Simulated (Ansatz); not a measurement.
Bicrystals of relaxed bulk Ni (Fm-3m, 10.38 Å³/atom, gap on the mesh 0.00 eV): one grain is mirrored in the boundary plane and shifted (fractions of the plane's cell), where said the two species change places in it, close atoms are joined, tilt boundaries are opened by 0.15 Å, then atoms and the cell's height are relaxed. Energies are the mean of the cell's two boundaries over the bulk on a matched mesh; other shifts may lie lower.

Level of theory: DFT PBEsol, scalar-relativistic, plane waves, PAW in Ansatz.

Plane waves to 420 eV, a k mesh through Γ of 18×18×1 on the computed 18-atom cell and Gaussian smearing (0.10 eV); collinear spin from starting moments 0.73 0.73 0.73 0.73 0.73 0.73 0.73 0.73 0.73 0.73 0.73 0.73 0.73 0.73 0.73 0.73 0.73 0.73 μB.

Start (Σ3 (111), mirror on a plane, shift [0, 0]):

```yaml
crystal:
  lattice:
    - [2.44881, 0.00000, 0.00000]
    - [-1.22441, 2.12073, 0.00000]
    - [0.00000, 0.00000, 35.99006]
  atoms:
    - { symbol: Ni, position: [0.00000, 0.00000, 0.00000] }
    - { symbol: Ni, position: [0.33333, 0.66667, 0.05556] }
    - { symbol: Ni, position: [0.66667, 0.33333, 0.11111] }
    - { symbol: Ni, position: [0.00000, 0.00000, 0.16667] }
    - { symbol: Ni, position: [0.33333, 0.66667, 0.22222] }
    - { symbol: Ni, position: [0.66667, 0.33333, 0.27778] }
    - { symbol: Ni, position: [0.00000, 0.00000, 0.33333] }
    - { symbol: Ni, position: [0.33333, 0.66667, 0.38889] }
    - { symbol: Ni, position: [0.66667, 0.33333, 0.44444] }
    - { symbol: Ni, position: [0.33333, 0.66667, 0.94444] }
    - { symbol: Ni, position: [0.66667, 0.33333, 0.88889] }
    - { symbol: Ni, position: [0.00000, 0.00000, 0.83333] }
    - { symbol: Ni, position: [0.33333, 0.66667, 0.77778] }
    - { symbol: Ni, position: [0.66667, 0.33333, 0.72222] }
    - { symbol: Ni, position: [0.00000, 0.00000, 0.66667] }
    - { symbol: Ni, position: [0.33333, 0.66667, 0.61111] }
    - { symbol: Ni, position: [0.66667, 0.33333, 0.55556] }
    - { symbol: Ni, position: [0.00000, 0.00000, 0.50000] }
```

Problem. Relax it.

Solution. The free energy falls by 0 meV/atom.

| Item | Value |
| --- | --- |
| boundary energy (mJ/m²) | 95 |
| excess width (Å) | 0.01 |
| gap on the mesh (eV) | 0 |
| size of the moment (μB per cell) | 11.20 |

Relaxed structure:
```
Ni
1.0
     2.44881    0.00000    0.00000
    -1.22441    2.12073    0.00000
     0.00000    0.00000   36.01569
Ni
18
Direct
  0.00000 0.00000 0.00000
  0.33333 0.66667 0.05572
  0.66667 0.33333 0.11118
  0.00000 0.00000 0.16671
  0.33333 0.66667 0.22224
  0.66667 0.33333 0.27776
  0.00000 0.00000 0.33329
  0.33333 0.66667 0.38882
  0.66667 0.33333 0.44428
  0.33333 0.66667 0.94428
  0.66667 0.33333 0.88882
  0.00000 0.00000 0.83329
  0.33333 0.66667 0.77776
  0.66667 0.33333 0.72224
  0.00000 0.00000 0.66671
  0.33333 0.66667 0.61118
  0.66667 0.33333 0.55572
  0.00000 0.00000 0.50000
```

Small energy differences in metals hang on the k mesh (about 10 mJ/m² or 1 to 2 meV/atom on the mesh of the relaxation).

Time: 15 min on 2 threads of AMD EPYC 7R43 64-Core Processor (Zen 3), on a shared host, peak memory 2.1 GiB.